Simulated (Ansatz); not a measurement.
CdSiN$_{2}$:
```xyz
4
Lattice="1.4489 0.8365 5.4764 -1.4489 0.8365 5.4764 0.0000 -1.6730 5.4764" Properties=species:S:1:pos:R:3 pbc="T T T"
Cd     0.0000     0.0000     0.0000
Si     0.0000     0.0000     8.2146
N      0.0000     0.0000    12.7139
N      0.0000     0.0000     3.7153
```

Relaxed with r²SCAN.

Q: Give the Bader charges and basin volumes of the independent atoms, DFT-r²SCAN in the program Ansatz with PAW potentials.

A: 

```json
[
 {"atom": "Cd1", "Bader charge (e)": "+1.03", "Bader volume (Å³)": "12.9"},
 {"atom": "Si2", "Bader charge (e)": "+3.10", "Bader volume (Å³)": "3.2"},
 {"atom": "N3", "Bader charge (e)": "-2.06", "Bader volume (Å³)": "11.8"}
]
```

Space group R-3m. The start of the workflow was typed in or built on a structure type; neither database checked (COD, Materials Project) lists it. Its standing as an ambient phase is unchecked. The cell was relaxed with r²SCAN under the symmetry of its start; its stability against distortions is not shown here.

Potentials: the earlier of the program's two PAW sets.
